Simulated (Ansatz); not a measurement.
**LuTi2Ga4: Ga vacancy**

All numbers are calculated (PBEsol, no spin polarisation, no spin-orbit coupling; Ansatz, PAW set soft_2, 420 eV, k-mesh 3×3×3), not measured.

The relaxed host crystal (no gap at this level of theory):

```
Ga Lu Ti
1.0
    -3.30228    3.30228    2.69509
     3.30228   -3.30228    2.69509
     3.30228    3.30228   -2.69509
Ga Lu Ti
4 1 2
Cartesian
  1.9971 1.9971 0.0000
  1.3051 1.3051 2.6951
  1.3051 -1.3051 2.6951
  -1.3051 1.3051 2.6951
  0.0000 0.0000 0.0000
  0.0000 3.3023 1.3475
  3.3023 0.0000 1.3475
```

Supercell of 28 atoms, rows of the matrix [[0,-1,1],[1,0,-1],[1,2,1]] times the cell vectors; Ga vacancy at (0.302, 0.302, 0.605) in fractions of the cell above. Atoms are relaxed at the host's cell, from a start shaken by 0.05 Å near the defect.

Distances from the empty Ga site (Å), by shell of the perfect crystal:

| shell | perfect crystal | relaxed, charge 0 |
| --- | --- | --- |
| 2 Ga | 2.61 | 2.57 |
| 4 Ti | 2.74 | 2.69 |
| 1 Lu | 2.82 | 2.70 |
| 2 Ga | 2.87 | 2.88 |

| charge | gap of the cell on the mesh (eV) |
| --- | --- |
| 0 | 0.00 |

Formation energy of the neutral defect: 2.41 eV, taking atoms from and to the elements' standard states (no corrections for gases), so it belongs to those chemical potentials alone.

Relaxed cell at charge 0:

```
LuTi2Ga4 V_Ga charge 0
1.0
     0.0000    6.6046   -5.3902
    -6.6046    0.0000    5.3902
     6.6046    0.0000    5.3902
Ga Lu Ti
15 4 8
Direct
  0.8001 0.7446 0.5463
  0.3075 0.5001 0.8092
  0.8001 0.2551 0.0568
  0.1926 0.2500 0.4442
  0.7026 0.0000 0.7040
  0.1927 0.7500 0.9443
  0.6995 0.5000 0.2011
  0.8018 0.0572 0.2543
  0.3029 0.8054 0.4989
  0.8018 0.5490 0.7460
  0.3041 0.3025 0.0031
  0.1955 0.4510 0.2543
  0.6918 0.1944 0.4989
  0.1955 0.9426 0.7460
  0.6990 0.6975 0.0032
  0.0138 0.0000 0.0154
  0.4960 0.7589 0.2565
  0.0054 0.4999 0.5070
  0.4961 0.2413 0.7390
  0.4919 0.3681 0.3737
  0.0004 0.1239 0.6265
  0.5011 0.8760 0.8780
  0.0039 0.6317 0.1253
  0.0042 0.8803 0.3738
  0.5011 0.6246 0.6266
  0.0004 0.3754 0.8781
  0.4920 0.1198 0.1252
```

Caveats: small supercell, so energies and levels can be off by tenths of an eV; one random start near the defect, so other minima are possible.
